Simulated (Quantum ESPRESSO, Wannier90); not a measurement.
**Wannier functions of CdSe (wurtzite)**

```xyz
4
Lattice="4.3461 0.0000 0.0000 -2.1730 3.7638 0.0000 0.0000 0.0000 7.0898" Properties=species:S:1:pos:R:3 pbc="T T T"
Cd    -2.1730     1.2546     3.5446
Cd     2.1730    -1.2546    -0.0004
Se    -2.1730     1.2546    -0.8798
Se     2.1730    -1.2546     2.6651
```

Cell from Materials Project (mp-1070), symmetrised, no further relaxation. COD (Crystallography Open Database) has an entry of this formula and space group (matched by these alone). Level: LDA, no spin polarisation, no spin-orbit coupling; pw.x of Quantum ESPRESSO at 82 Ry with PseudoDojo potentials, 6×6×4 k-points, Wannier90. Density: 12×12×6 mesh, Gaussian smearing 0.01 Ry. Spin-orbit coupling, left out, would split the p-like bands by a few tenths of an eV.

Functional, cutoff and mesh named above are those of the base row (1); the first column says what each row takes instead. Model: 8 functions from bands 19-20,31-36, start SCDM (isolated) (the valence bands). Energies are relative to the valence-band maximum; the misfit is to pw.x on a path, for all bands of the set. The lattice is scaled uniformly, fractional positions fixed. Ω_total can sit in another minimum from row to row; Ω_I of an isolated set cannot.

```csv
scale,Ω_I (Å²),Ω_total (Å²),rms misfit (meV),gap (eV),bottom of band 19 (eV)
0.97,18.07,18.86,16,0.52,-13.05
0.985,17.89,18.72,17,0.42,-12.77
1,17.78,18.65,18,0.32,-12.52
1.015,17.72,18.65,18,0.23,-12.29
1.03,17.71,18.71,19,0.14,-12.09
```
